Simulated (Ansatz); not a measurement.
# Two states of Sr$_{2}$VWO$_{6}$

```xyz
10
Lattice="0.0000 3.9248 3.9248 3.9248 0.0000 3.9248 3.9248 3.9248 0.0000" Properties=species:S:1:pos:R:3 pbc="T T T"
V     3.9248    3.9248    3.9248
W     0.0000    0.0000    0.0000
O     2.1586    3.9248    3.9248
O     3.9248    2.1586    3.9248
O     5.6909    3.9248    3.9248
O     3.9248    5.6909    3.9248
O     3.9248    3.9248    2.1586
O     3.9248    3.9248    5.6909
Sr    1.9624    1.9624    1.9624
Sr    5.8872    5.8872    5.8872
```

Method: PBE, with U_eff = 3.15 eV on V d, U_eff = 4.18 eV on O p, V = 0.84 eV between V d and O p within 2.119 Å (all-electron-ortho-atomic projectors); PAW, plane waves to 420 eV, 5×5×5 Γ-centred mesh, cold occupations (width 0.2504 eV) (Ansatz 0.2.0), atoms fixed.

State A: no moments (no spin polarisation). State B: W2 down (collinear spin).

Which state is lower, and how do they differ?

State B is lower by 4.5 meV an atom at zero smearing; in free energy at this smearing B lies -3.7 meV an atom from A. So small a gap isn't resolved on this mesh where a state is a metal.

```json
{"state": "A", "free energy (meV/atom)": "3.7", "largest moment in a small sphere (μB)": "0.00", "net moment (μB/cell)": "0.00", "gap on mesh (eV)": "metal", "pressure (GPa)": "8.1", "largest force (eV/Å)": "6.36"}
{"state": "B", "free energy (meV/atom)": "0.0", "largest moment in a small sphere (μB)": "0.70", "net moment (μB/cell)": "1.30", "gap on mesh (eV)": "metal", "pressure (GPa)": "8.8", "largest force (eV/Å)": "6.21"}
```

Origin: a known structure type with other elements, at an estimated volume, so it need not be a known compound. Caveats: another magnetic order, which this cell may not hold, can open a gap; atoms or cell far from equilibrium; wide smearing; odd electron count without spin polarisation, so a magnetic state may lie lower.
